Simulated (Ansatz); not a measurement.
Problem. Name crystals whose computed values (DFT-LDA in the program Ansatz with PAW potentials) fall in these windows: highest Γ mode, no LO–TO term (cm⁻¹) 230 to 290; Θ_D (K) 250 to 310.

Solution. 

| crystal | highest Γ mode, no LO–TO term (cm⁻¹) | Θ_D (K) |
|---|---|---|
| InGaAs2, P-4m2 (In on 1d, Ga on 1b, As on 2g) | 246 | 283 |
| LaTeCl, P4/nmm (La on 2c, Te on 2c, Cl on 2a) | 243 | 254 |
| Al2Au, fluorite or antifluorite type | 268 | 300 |
| NiSe, NiAs type | 242 | 286 |
| Sr3BiN, anti-perovskite | 233 | 292 |
Others may fit too.

Standing as an ambient phase not checked: InGaAs2, P-4m2 (In on 1d, Ga on 1b, As on 2g); LaTeCl, P4/nmm (La on 2c, Te on 2c, Cl on 2a); NiSe, NiAs type; Sr3BiN, anti-perovskite. Perhaps ordered models of mixed-site phases: InGaAs2, P-4m2 (In on 1d, Ga on 1b, As on 2g). All cells were relaxed under the symmetry of their starts (and spin orders); stability against distortions was not tested throughout. Rows with no word on spin ran without spin polarisation. Spin–orbit coupling is left out wherever it is not named.

Potentials: the later of the program's two PAW sets.
